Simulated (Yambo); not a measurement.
Yambo run on CsVN$_{2}$ (space group Fd-3m, No. 227). The wavefunctions are LDA (pw.x of Quantum ESPRESSO, ONCV potentials, scalar-relativistic) ones on a 2×2×2 mesh (32 occupied bands); a = 5.900 Å, b = 5.900 Å, c = 5.900 Å, α = 60.00°, β = 60.00°, γ = 60.00°.

Yambo input:

```
rim_cut
gw0
dyson
el_el_corr
HF_and_locXC
cohsex
em1s
RandQpts= 1000000
RandGvec= 1 Ry
EXXRLvcs= 84 Ry
VXCRLvcs= 336 Ry
Chimod= "HARTREE"
% BndsRnXs
 3 | 214 |
%
NGsBlkXs= 7 Ry
% LongDrXs
 1.0 | 1.0 | 1.0 |
%
ExtendOut
% QPkrange
 1 | 1 | 32 | 33 |
 2 | 2 | 32 | 32 |
%
```

k points by index: 1 = Γ, 2 = L.

The o-*.qp file then holds:

```
#    K-point    Band    Eo [eV]    E [eV]    E-Eo [eV]    Vxc [eV]    Vnlxc [eV]    Sc|Eo [eV]    Re(Z)    Im(Z)
#
    1    32    -0.019609    -1.787490    -1.767880    -16.47915    -19.17120    0.924170    1.000000    0.000000
    1    33    0.534689    0.048976    -0.485713    -21.13633    -14.31095    -7.311088    1.000000    0.000000
    2    32    0.000000    -1.732334    -1.732334    -16.52827    -19.22250    0.961891    1.000000    0.000000
```
(The two width columns are left out.) Convergence of these settings isn't established.

Geometry of the Materials Project entry, not relaxed at this level.

The structure is a Materials Project entry; no match was found in the copy of COD used, and its stability was not checked.

The runs are not spin-polarised; magnetic order was not tried.
